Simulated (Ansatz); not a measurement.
The cell of Sn5P2S2 is invented: random cell by space group and Wyckoff sites (P6/mmm, No. 191). Lengths were set from tabulated atomic sizes, so they are only a guess.

```cif
data_structure
_symmetry_space_group_name_H-M 'P 1'
_symmetry_Int_Tables_number 1
_cell_length_a 5.6564
_cell_length_b 5.6564
_cell_length_c 6.2254
_cell_angle_alpha 90.000
_cell_angle_beta 90.000
_cell_angle_gamma 120.000
_cell_volume 172.50
loop_
_atom_site_label
_atom_site_type_symbol
_atom_site_fract_x
_atom_site_fract_y
_atom_site_fract_z
_atom_site_occupancy
Sn1 Sn 0.33333 0.66667 0.13499 1
Sn2 Sn 0.33333 0.66667 0.86501 1
Sn3 Sn 0.66667 0.33333 0.86501 1
Sn4 Sn 0.66667 0.33333 0.13499 1
Sn5 Sn 0.00000 0.00000 0.00000 1
P1 P 0.33333 0.66667 0.00000 1
P2 P 0.66667 0.33333 0.00000 1
S1 S 0.00000 0.00000 0.29540 1
S2 S 0.00000 0.00000 0.70460 1
```

Computed with Ansatz, DFT PBE, scalar-relativistic, plane waves, PAW. Cutoff 420 eV, Gaussian smearing, Γ-centred meshes. Cell and atoms relax first on a coarse mesh and then on a finer one. In between, the cell is made exact in the group found at 0.06 Å. In metals the finer mesh still leaves noise of several meV/atom or more. The steps can't lower the symmetry of their start. No spin polarisation.

A guess keeps its type if space group and coordination stay and the shape of the cell changes little (axis ratios within about 15 %, angles within 6°); the volume may change.

Q: Does this structure survive the relaxation?

A: It doesn't keep its type. The symmetry stays P6/mmm (No. 191). The volume per atom grows by 23.2 %, from 19.2 to 23.6 Å³. The shortest distance goes from 0.84 Å (Sn–P) to 2.66 Å (Sn–S). The ratio c/a of the conventional cell changes by a factor of 1.52. Counting neighbours within 15 % of an atom's shortest distance, the start has P 2, S 1, Sn 1/2 and the end P 8, S 7, Sn 7/8. In detail, at the end around Sn on a site of symmetry 3m lie 1 P at 2.77 Å, 3 Sn at 3.04 Å, 3 S at 3.05 Å and 1 Sn at 3.30 Å; around P lie 2 Sn at 2.77 Å, 3 Sn at 3.04 Å and 3 P at 3.04 Å; around S lie 1 Sn at 2.66 Å and 6 Sn at 3.05 Å; 1 more site not described.

```xyz
9
Lattice="5.2719 0.0000 0.0000 -2.6359 4.5656 0.0000 0.0000 0.0000 8.8328" Properties=species:S:1:pos:R:3 pbc="T T T"
Sn    0.0000    3.0437    2.7657
Sn    0.0000    3.0437    6.0670
Sn    2.6359    1.5219    6.0670
Sn    2.6359    1.5219    2.7657
Sn    0.0000    0.0000    0.0000
P     0.0000    3.0437    0.0000
P     2.6359    1.5219    0.0000
S     0.0000    0.0000    2.6603
S     0.0000    0.0000    6.1725
```

The last run used a 12×12×4 mesh (in the run's order of axes) for its 9-atom cell and Gaussian smearing of 0.10 eV. A structure relaxed within its symmetry needn't be a true minimum.

In counts of neighbours, a slash parts the counts of unlike sites.
